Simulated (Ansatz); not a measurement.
YRh (CsCl type, Pm-3m) at seven volumes, LDA (plane waves, PAW; program Ansatz), scaled uniformly. One row is withheld.

```
V (Å³/atom)  P (GPa)
-----------  -------
17.124             ?
17.689          9.33
18.253          4.29
18.818          0.00
19.382         -3.66
19.947         -6.77
20.511         -9.42
```

Q: Fit the shown pressures and predict the withheld one.

A: P = (3/2)B₀(x^(7/2) − x^(5/2))[1 + (3/4)(B′ − 4)(x − 1)] with x = (V₀/V)^(2/3). Least squares on the six rows gives V₀ = 18.817 Å³/atom, B₀ = 132 GPa, B′ = 4.36. At V = 17.124, x = 1.0649 and P = 15.29 GPa. The run itself gave 15.23 GPa.

The workflow started from a Materials Project entry (that database holds measured and hypothetical structures alike); the Crystallography Open Database files this formula in space group No. 221, but the cells were not matched. Whether it is the stable phase at ambient conditions was not checked. Symmetry was held in the LDA relaxation; of distortions, only those at the zone centre were tested. No spin polarisation was allowed.

Potentials: the later of the program's two PAW sets.
